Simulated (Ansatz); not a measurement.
Data:

PbS:
```cif
data_PbS
_chemical_formula_sum 'Pb1 S1'
_space_group_name_H-M_alt 'P 1'
_space_group_IT_number 1
_cell_length_a 4.24901
_cell_length_b 4.24901
_cell_length_c 4.24901
_cell_angle_alpha 60.000
_cell_angle_beta 60.000
_cell_angle_gamma 60.000
loop_
_space_group_symop_operation_xyz
  'x, y, z'
loop_
_atom_site_label
_atom_site_type_symbol
_atom_site_fract_x
_atom_site_fract_y
_atom_site_fract_z
_atom_site_occupancy
Pb1 Pb 0.50000 0.50000 0.50000 1
S1 S 0.00000 0.00000 0.00000 1
```

This is the PBE-relaxed structure.

### Question
All from PBE in the plane-wave PAW code Ansatz, unless another level is named. Predict the formation energy from the elements (no fitted shifts).

### Answer
-0.55 eV/atom.

### Question
What about the weight of the conduction-edge state by species (Voronoi cells)?

### Answer
Pb 62 %, S 38 %.

### Question
What about the weight of the valence-edge state by species (Voronoi cells)?

### Answer
S 71 %, Pb 29 %.

Space group Fm-3m (rock salt). The PBE relaxation kept the symmetry of its start. The references are the lowest solids computed at this level, not always the standard phases. Scalar-relativistic: spin–orbit coupling is off unless named, which matters more the heavier the elements.

Potentials: the earlier of the program's two PAW sets.
